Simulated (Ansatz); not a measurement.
This cell of ZnO (wurtzite) is off equilibrium:

```xyz
4
Lattice="3.4205 0.0000 0.0000 -1.7103 2.9622 0.0000 0.0000 0.0000 4.8485" Properties=species:S:1:pos:R:3 pbc="T T T"
Zn     1.7103     0.9874     0.0118
Zn     0.0000     1.9748     2.4361
O      1.7103     0.9874     3.0195
O      0.0000     1.9748     0.5953
```

The numbers are results of r2SCAN (plane waves to 500 eV, PAW, scalar-relativistic; Ansatz, a first-principles code), not measurements. k mesh 12×12×7 (Γ-centred), Fermi-Dirac smearing 0.05 eV. Energies are smeared free energies. Stress and pressure are positive under compression. As the atoms are clamped, bonds stretch with the cell, which overstates energies and stresses. The PAW data are Ansatz's earlier set. ZnO was relaxed with its symmetry unable to fall.

Problem. What is the stress tensor (GPa)?

Solution. 
```
  -11.9      0.0      0.0
    0.0    -11.9      0.0
    0.0      0.0     17.8
```
The pressure, a third of the trace, is -2.0 GPa.

Problem. It is the relaxed cell deformed to V/V₀ = 1.040, (c/a)/(c/a)₀ = 0.880, c along z, fractional positions held. What is its energy relative to the relaxed cell?

Solution. 100.5 meV/atom.

(A scan under strain: stresses follow from slopes of the energy per volume, elastic moduli from its curvatures.)
